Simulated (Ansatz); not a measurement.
A: Mg3Sb2 (A-La2O3 type, space group P-3m1), a = b = 4.5959 Å, c = 7.2716 Å, α = β = 90.00°, γ = 120.00°
B: Hf (hcp, Mg type), a = 3.204 Å, b = 3.204 Å, c = 5.069 Å, α = 90.00°, β = 90.00°, γ = 120.00°
C: TiAl$_{3}$ (D022 type, space group I4/mmm), a = 3.8459 Å, b = 3.8459 Å, c = 8.6199 Å, α = 90.00°, β = 90.00°, γ = 90.00°
D: BiRh (NiAs type), a = b = 4.175 Å, c = 5.724 Å, α = β = 90.00°, γ = 120.00°

Scan: energy over volume and axial ratio (atoms clamped). One method and one kind of scan serve all of them; meshes and ranges differ. All were relaxed with their symmetry unable to fall. BiRh is run without spin polarisation. Hf is run without spin polarisation. Spin-orbit coupling is left out. TiAl3 is run without spin polarisation.

Problem. Put the candidates in order of modulus against c/a change at fixed volume, (3/4V)·∂²E/∂(ln c/a)² (fitted), highest first, for PBE (plane waves to 420 eV, PAW, scalar-relativistic; Ansatz, a first-principles code).

Solution. C (89 GPa), B (62 GPa), D (50 GPa), A (33 GPa)

(A scan under strain: stresses follow from slopes of the energy per volume, elastic moduli from its curvatures.)
